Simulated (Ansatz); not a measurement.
Here is the system:

Si3N4:
```cif
data_N8Si6
_chemical_formula_sum 'Si6 N8'
_space_group_name_H-M_alt 'P63/m'
_space_group_IT_number 176
_space_group_name_Hall '-P 6c'
_cell_length_a 7.66320
_cell_length_b 7.66320
_cell_length_c 2.92626
_cell_angle_alpha 90.000
_cell_angle_beta 90.000
_cell_angle_gamma 120.000
loop_
_atom_site_label
_atom_site_type_symbol
_atom_site_symmetry_multiplicity
_atom_site_Wyckoff_symbol
_atom_site_fract_x
_atom_site_fract_y
_atom_site_fract_z
_atom_site_occupancy
Si1 Si 6 h 0.40610 0.23110 0.25000 1
N1 N 2 d 0.66667 0.33333 0.25000 1
N2 N 6 h 0.03083 0.33000 0.25000 1
```

This is the PBE-relaxed structure.

Task: All from PBE (plane waves, PAW; program Ansatz), unless another level is named. Estimate the band gap.

Result: 4.25 eV (indirect).

Task: Give the smallest direct gap on the standard path.

Result: 4.45 eV.

Task: And the formation energy from the elements (no fitted shifts)?

Result: -1.05 eV/atom.

Task: Give the valence-band maximum.

Result: on the Γ–A line, 34 % of the way from Γ.

Space group P6_3/m. The cell was relaxed with PBE under the symmetry of its start. The references are the lowest solids computed at this level, not always the standard phases (solids in place of the gases).

Potentials: the earlier of the program's two PAW sets.
